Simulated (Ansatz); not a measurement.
**Zone-centre phonons of TiGe: input and output**

Method: DFT PBEsol, scalar-relativistic, plane waves, PAW in Ansatz.

Launched with:
```bash
ansatz run input.yaml --threads 4 --pin off --max-ram 12288MiB --backend cpu --events-out ev --progress --plain --runs-dir out
```

Input (bare energies are in eV):
```yaml
crystal:
  lattice:
    - [0.0, 2.5615, 2.5615]
    - [2.5615, 0.0, 2.5615]
    - [2.5615, 2.5615, 0.0]
  atoms:
    - { symbol: Ti, position: [0.0, 0.0, 0.0] }
    - { symbol: Ge, position: [0.5, 0.5, 0.5] }
basis:
  ecutwfc: 420
kpoints:
  mp_grid: { grid: [10, 10, 10] }
hamiltonian:
  xc: pbesol
scf:
  occupations: { method: fermi_dirac, width: 0.15 }
output:
  eigenvalues: true
phonons:
  method: dfpt
  eigenvectors: true
```

The end of the output:
```
--- Phonons (Γ-DFPT): 2 representative perturbations + reference, on 102 of 1000 k-points (Σ response iterations 6) ---
  k mesh reduced under 8 symmetry operations, with k and −k counted as one. Each operation leaves every solved perturbation unchanged. A smaller set is not used because it would not reduce the number of displacements ...
  ASR residual: 1.377e-3 → 0.000e0 eV/Å²; symmetrization residual: 1.991e-6 eV/Å²
  ASR residual per site (eV/Å²): 1.38e-3 2.39e-5
  Γ frequencies (cm⁻¹): 0.00 0.00 0.00 302.07 302.07 302.07
  non-analytic LO–TO correction: not included (Born effective charges unavailable; polar crystals: no LO–TO splitting at Γ)
```

The run took 5.2 s on 4 threads of Arm Neoverse V2, with other jobs on the host, peak memory 0.53 GiB.

The cell is the ideal cubic rocksalt prototype; whether it is the stable structure of this composition wasn't checked. In a metal, frequencies and elastic constants depend on the k mesh and the smearing, soft modes and shear constants most.